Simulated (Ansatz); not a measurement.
An Ansatz (an electronic-structure program) run. Input:

Ansatz 0.2 input:
```yaml
crystal:
  lattice:
    - [4.7961617034, 0.0, 0.0]
    - [-2.3980808517, 4.1535978758, 0.0]
    - [0.0, 0.0, 6.5778998081]
  atoms:
    - { symbol: Nb, position: [0.5, 0.0, 0.0] }
    - { symbol: Nb, position: [0.5, 0.5, 0.3333333333] }
    - { symbol: Nb, position: [0.0, 0.5, 0.6666666667] }
    - { symbol: Si, position: [0.1582861431, 0.3165722862, 0.0] }
    - { symbol: Si, position: [0.8417138569, 0.1582861431, 0.3333333333] }
    - { symbol: Si, position: [0.6834277138, 0.8417138569, 0.6666666667] }
    - { symbol: Si, position: [0.8417138569, 0.6834277138, 0.0] }
    - { symbol: Si, position: [0.1582861431, 0.8417138569, 0.3333333333] }
    - { symbol: Si, position: [0.3165722862, 0.1582861431, 0.6666666667] }
kpoints:
  mp_grid: { grid: [7, 7, 5] }
  band_path:
    path:
      - [[0.0, 0.0, 0.0], [0.5, 0.0, 0.0], [0.3333333333, 0.3333333333, 0.0], [0.0, 0.0, 0.0], [0.0, 0.0, 0.5], [0.5, 0.0, 0.5], [0.3333333333, 0.3333333333, 0.5], [0.0, 0.0, 0.5]]  # Γ-M-K-Γ-A-L-H-A
      - [[0.5, 0.0, 0.5], [0.5, 0.0, 0.0]]  # L-M
      - [[0.3333333333, 0.3333333333, 0.5], [0.3333333333, 0.3333333333, 0.0]]  # H-K
    npoints: 8
hamiltonian:
  xc: r2scan
  pseudopotentials: { kind: paw }
magnetization: { noncollinear: true, spin_orbit: true }
scf:
  n_extra_bands: 19
  convergence: { dr2_threshold: 0.0000000001 }
  occupations: { method: gaussian, width: 0.05 }
output: { eigenvalues: true }
```

Output (shortened):

```
Pseudopotential: Nb, paw_fr, valence charge 13
Pseudopotential: Si, paw_fr, valence charge 4
Functional definition: r2SCAN
non-collinear run that drives no moment, with spin-orbit …
Crystal: 9 atoms, lattice volume = 131.040 Å³
Basis set: ecut = 500 eV, 3305 PW (Γ), exchange–correlation on 144×144×192 points (64 copies of the dense FFT grid, shifted against one another)
Bands: 82, of which v1, the nominal top of the filled ones, is band 63 counted from 1 (62 counted from 0)
Symmetry: 12 space group operations + 12 with time reversal
k-points: 24 of 245 (time reversal used)
Projection manifold: j_resolved (fully-relativistic pseudo-atomic orbitals)
SCF iter   1: F=—  HF=-17513.732312 eV  |F-HF|=—  |Δ(HF+E_count)|=         —  Δρ=5.90e-2  dr2=6.19e0  dr2_τ=5.37e-2  dr2_m=0.00e0 (ungated)  ethr=3.10e-3  |M|=0.00e0 ∫|m|=0.00e0 μB  |m|>n=0.0e0 m-floor=0.0e0 τ_xc=0.0e0  β_m=0.30  ⟨swp⟩=6.2  Hψ=10014  notcnv=0  defer=66
preconditioner: auto → Kerker (q_TF=auto, 2.415 Å⁻¹)
spin=Noncollinear: Kerker preconditioning applied to the charge; magnetization (m_x, m_y, m_z) channels mix plain (no charge-response kernel on spin).
SCF iter   2: F=—  HF=-17513.186681 eV  |F-HF|=—  |Δ(HF+E_count)|=   5.46e-1  Δρ=4.15e-2  dr2=2.65e0  dr2_τ=1.57e-2  dr2_m=0.00e0 (ungated)  ethr=3.10e-3  |M|=0.00e0 ∫|m|=0.00e0 μB  |m|>n=0.0e0 m-floor=0.0e0 τ_xc=0.0e0  β_m=0.59  ⟨swp⟩=2.8  Hψ=3545  notcnv=0  defer=314
SCF iter   3: F=—  HF=-17512.838160 eV  |F-HF|=—  |Δ(HF+E_count)|=   3.49e-1  Δρ=1.11e-2  dr2=1.82e-1  dr2_τ=1.07e-3  dr2_m=0.00e0 (ungated)  ethr=3.10e-3  |M|=0.00e0 ∫|m|=0.00e0 μB  |m|>n=0.0e0 m-floor=0.0e0 τ_xc=0.0e0  β_m=0.80  ⟨swp⟩=3.0  Hψ=3276  notcnv=0  defer=314
SCF iter   4: F=—  HF=-17512.838823 eV  |F-HF|=—  |Δ(HF+E_count)|=   6.63e-4  Δρ=4.12e-3  dr2=3.20e-2  dr2_τ=6.84e-4  dr2_m=0.00e0 (ungated)  ethr=2.89e-4  |M|=0.00e0 ∫|m|=0.00e0 μB  |m|>n=0.0e0 m-floor=0.0e0 τ_xc=0.0e0  β_m=0.84  ⟨swp⟩=3.1  Hψ=3038  notcnv=0  defer=320
SCF iter   5: F=—  HF=-17512.835437 eV  |F-HF|=—  |Δ(HF+E_count)|=   3.39e-3  Δρ=4.84e-4  dr2=3.45e-4  dr2_τ=1.17e-6  dr2_m=0.00e0 (ungated)  ethr=5.08e-5  |M|=0.00e0 ∫|m|=0.00e0 μB  |m|>n=0.0e0 m-floor=0.0e0 τ_xc=0.0e0  β_m=0.92  ⟨swp⟩=2.0  Hψ=2706  notcnv=0  defer=320
SCF iter   6: F=—  HF=-17512.835721 eV  |F-HF|=—  |Δ(HF+E_count)|=   2.85e-4  Δρ=1.19e-4  dr2=1.93e-5  dr2_τ=1.51e-7  dr2_m=0.00e0 (ungated)  ethr=5.47e-7  |M|=0.00e0 ∫|m|=0.00e0 μB  |m|>n=0.0e0 m-floor=0.0e0 τ_xc=0.0e0  β_m=0.96  ⟨swp⟩=2.0  Hψ=2655  notcnv=0  defer=320
SCF iter   7: F=—  HF=-17512.835750 eV  |F-HF|=—  |Δ(HF+E_count)|=   2.92e-5  Δρ=3.08e-5  dr2=2.17e-6  dr2_τ=4.99e-8  dr2_m=0.00e0 (ungated)  ethr=3.07e-8  |M|=0.00e0 ∫|m|=0.00e0 μB  |m|>n=0.0e0 m-floor=0.0e0 τ_xc=0.0e0  β_m=0.98  ⟨swp⟩=2.0  Hψ=3031  notcnv=0  defer=320
SCF iter   8: F=—  HF=-17512.835915 eV  |F-HF|=—  |Δ(HF+E_count)|=   1.65e-4  Δρ=3.94e-6  dr2=2.04e-8  dr2_τ=1.34e-9  dr2_m=0.00e0 (ungated)  ethr=3.44e-9  |M|=0.00e0 ∫|m|=0.00e0 μB  |m|>n=0.0e0 m-floor=0.0e0 τ_xc=0.0e0  β_m=0.99  ⟨swp⟩=2.0  Hψ=2715  notcnv=0  defer=320
SCF iter  10: F=-17512.835915 eV  HF=-17512.835915 eV  |F-HF|=0.00e0  |Δ(HF+E_count)|=  5.57e-10  Δρ=1.27e-7  dr2=2.45e-11  dr2_τ=5.97e-13  dr2_m=0.00e0 (ungated)  ethr=1.00e-12  |M|=0.00e0 ∫|m|=0.00e0 μB  |m|>n=0.0e0 m-floor=0.0e0 τ_xc=0.0e0  ⟨swp⟩=12.0  Hψ=8887  notcnv=0
SCF 1 converged in 10 iterations: F = -17512.835915 eV  dr2 = 2.45e-11
NSCF: frozen V_eff on 75 k-points
SCF converged after 10 iterations
Magnetization: |M| = 0.0000 μB,  M = (+0.0000, +0.0000, +0.0000) μB
Absolute magnetization: 0.0000 μB (∫|m|)
  site 0: m = (+0.0000, +0.0000, +0.0000) μB, |m| = 0.0000 μB  (R = 1.08 Å)
  site 1: m = (+0.0000, +0.0000, +0.0000) μB, |m| = 0.0000 μB  (R = 1.08 Å)
  site 2: m = (+0.0000, +0.0000, +0.0000) μB, |m| = 0.0000 μB  (R = 1.08 Å)
  site 3: m = (+0.0000, +0.0000, +0.0000) μB, |m| = 0.0000 μB  (R = 1.05 Å)
  site 4: m = (+0.0000, +0.0000, +0.0000) μB, |m| = 0.0000 μB  (R = 1.05 Å)
  site 5: m = (+0.0000, +0.0000, +0.0000) μB, |m| = 0.0000 μB  (R = 1.05 Å)
  site 6: m = (+0.0000, +0.0000, +0.0000) μB, |m| = 0.0000 μB  (R = 1.05 Å)
  site 7: m = (+0.0000, +0.0000, +0.0000) μB, |m| = 0.0000 μB  (R = 1.05 Å)
  site 8: m = (+0.0000, +0.0000, +0.0000) μB, |m| = 0.0000 μB  (R = 1.05 Å)
Free energy (F): -17512.835915 eV
Harris-Foulkes:  -17512.835915 eV  (|F-HF|=0.00e0)
Internal energy: -17512.830244 eV  (E = F + TS)
E sigma→0 (E₀):  -17512.833080 eV
Entropy (-TS):   -0.005671 eV (-0.630 meV/atom)
Fermi energy:    14.587884 eV
--- Per-component energies (eV) ---
  E_band       = -184.066810
  E_kinetic    = 1441.776319
  E_local      = -2780.445215  (includes V_loc(G=0)·N_el)
  E_nonlocal   = 500.884745
  E_hartree    = 979.687717
  E_xc         = -828.454523
  E_vxc        = -1025.220759  (∫ρ·V_xc dr)
  E_paw        = -12368.779235  (= ΣΔE_a)
  E_vpaw       = -337.901487  (= ΣTr[D̂ρ^β])
  E_aug_tail   = 0.000037  (compensation charges beyond the density's cutoff)
  E_vtau       = 57.464288  (kinetic-family band-sum trace: ∫τ·v_τ [+ j·A + Jᵃ·Aᵃ] dr)
  E_ewald      = -4456.464640
  E_core_change = -1.035449  (= ΣΔE_core)
  E_smearing   = -0.005671  (= −TS)
  E_closure    = 0.000000  (closes the sum)
  Σ components = -17512.835915   (vs F -17512.835915, Δ=0.00e0)
  [band-id]    e_kinetic+e_local+e_nonlocal+2·e_hartree+e_vxc+e_vpaw+e_augmentation_tail+e_vtau = -184.066638   (vs E_band -184.066810, Δ=1.72e-4)
--- Band table (eV; the first three rows and the last of 24) ---
  k-point 0: bands = ["-41.8616", "-41.8616", "-41.8196", "-41.8196", "-41.8196", "-41.8196", "-18.7565", "-18.7565", "-18.7556", "-18.7556", "-18.6365", "-18.6365", "-16.7686", "-16.7686", "-16.7458", "-16.7458", "-16.6823", "-16.6823", "-16.6319", …
  k-point 1: bands = ["-41.8591", "-41.8591", "-41.8306", "-41.8306", "-41.8111", "-41.8111", "-18.7784", "-18.7783", "-18.7275", "-18.7251", "-18.6452", "-18.6426", "-16.7879", "-16.7714", "-16.7413", "-16.7157", "-16.6943", "-16.6724", "-16.6366", …
  k-point 2: bands = ["-41.8522", "-41.8522", "-41.8421", "-41.8421", "-41.8064", "-41.8064", "-18.7903", "-18.7903", "-18.6957", "-18.6920", "-18.6664", "-18.6624", "-16.7946", "-16.7885", "-16.7178", "-16.7046", "-16.6883", "-16.6725", "-16.6246", …
  k-point 23: bands = ["-41.8466", "-41.8466", "-41.8310", "-41.8310", "-41.8223", "-41.8223", "-18.7522", "-18.7497", "-18.7293", "-18.7261", "-18.6924", "-18.6901", "-16.7900", "-16.7545", "-16.7381", "-16.7321", "-16.7075", "-16.6836", "-16.6536", …
```

Cost: around 4 core-minutes (rough) on shared cores.

Space group P6_222. The cell was relaxed with r²SCAN under the symmetry of its start. The run is not spin-polarised.

Potentials: the later of the program's two PAW sets.

Ansatz is a plane-wave DFT program.
